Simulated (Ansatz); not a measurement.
BN (zinc blende, space group No. 216), r²SCAN (plane waves, PAW; program Ansatz). The conduction-band minimum lies at X, with 3 equivalent valleys. Second derivatives d²E/dk² of the lowest band at one valley (eV·Å²), along Cartesian directions:

```
direction  d²E/dk²
---------  -------
[100]        8.746
[010]        26.11
[001]        26.11
[110]        17.43
[101]        17.43
[011]        26.10
```

Find the principal effective masses, the density-of-states mass and the conductivity mass.

Off-diagonal terms follow from H_xy = H[110] − (H_xx + H_yy)/2, and m*/mₑ = 7.620 eV·Å² over each eigenvalue: 0.29, 0.29, 0.87. One valley's DOS mass (m₁m₂m₃)^(1/3) = 0.42, conductivity mass 3/(Σ 1/mᵢ) = 0.37 mₑ.

What effective density of states Nc follows at 300 K for parabolic valleys?

Nc = 2.509e19 × 3 × (0.42)^(3/2) ≈ 2.0e19 cm⁻³.

With the computed static dielectric constant 6.93 (mean of the diagonal), estimate a hydrogenic donor's binding energy and radius.

E = 13.606 eV × 0.37/6.93² ≈ 100 meV; a = 0.529 Å × ε/m* ≈ 9.9 Å. Semilocal masses tend to be too small where the gap is.

With ε∞ = 4.45 and ω_LO = 1302 cm⁻¹, what Fröhlich coupling constant follows?

α = (1/ε∞ − 1/ε0) √(m* × 13.606 eV/ħω_LO) = 0.45.

Space group F-43m (zinc blende). The r²SCAN relaxation kept the symmetry of its start; phonons on a q-mesh show no instability.

Potentials: the later of the program's two PAW sets.
